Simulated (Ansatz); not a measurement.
Space group P-3m1 (No. 164). a = 4.202 Å, b = 4.202 Å, c = 17.106 Å, α = 90.00°, β = 90.00°, γ = 120.00°
```
atom site symmetry x y z
  Ge    2c       3m.  0.0000  0.0000  0.3381
  Sb    2d       3m.  0.3333  0.6667  0.1167
  Te    1a      -3m.  0.0000  0.0000  0.0000
  Te    2d       3m.  0.3333  0.6667  0.7811
  Te    2d       3m.  0.3333  0.6667  0.4207
```

Equation of state of this Ge2Sb2Te5 structure (not necessarily the ground state), with shape and atoms relaxed at each volume where symmetry leaves them free. Computed with DFT PBEsol, scalar-relativistic, plane waves, PAW (Ansatz 0.2.0).

Cutoff 420 eV; k points 12×12×2 on the computed 9-atom cell (Γ-centred); Gaussian smearing, width 0.10 eV; no spin polarisation.

```json
{"V (Å³/atom)": "25.573", "E − E(largest V) (meV/atom)": "55.11", "P (GPa)": "7.36", "gap on mesh (eV)": "0.00"}
{"V (Å³/atom)": "26.445", "E − E(largest V) (meV/atom)": "21.75", "P (GPa)": "5.00", "gap on mesh (eV)": "0.00"}
{"V (Å³/atom)": "27.316", "E − E(largest V) (meV/atom)": "0.20", "P (GPa)": "2.97", "gap on mesh (eV)": "0.00"}
{"V (Å³/atom)": "28.188", "E − E(largest V) (meV/atom)": "-11.38", "P (GPa)": "1.32", "gap on mesh (eV)": "0.00"}
{"V (Å³/atom)": "29.060", "E − E(largest V) (meV/atom)": "-14.85", "P (GPa)": "0.00", "gap on mesh (eV)": "0.00"}
{"V (Å³/atom)": "29.932", "E − E(largest V) (meV/atom)": "-12.13", "P (GPa)": "-0.95", "gap on mesh (eV)": "0.00"}
{"V (Å³/atom)": "30.804", "E − E(largest V) (meV/atom)": "-5.61", "P (GPa)": "-1.30", "gap on mesh (eV)": "0.00"}
{"V (Å³/atom)": "31.966", "E − E(largest V) (meV/atom)": "0.00", "P (GPa)": "-0.44", "gap on mesh (eV)": "0.14"}
```

Does one Birch–Murnaghan curve describe these points?

Not well: the fit leaves 0.98 meV/atom rms, which suggests a change of structure or state along the series.

Spin-orbit coupling is left out, which matters for the bands of heavy elements.

Cost: 8 runs of about 36 core-minutes in all, on Arm Neoverse V2 (shared hosts).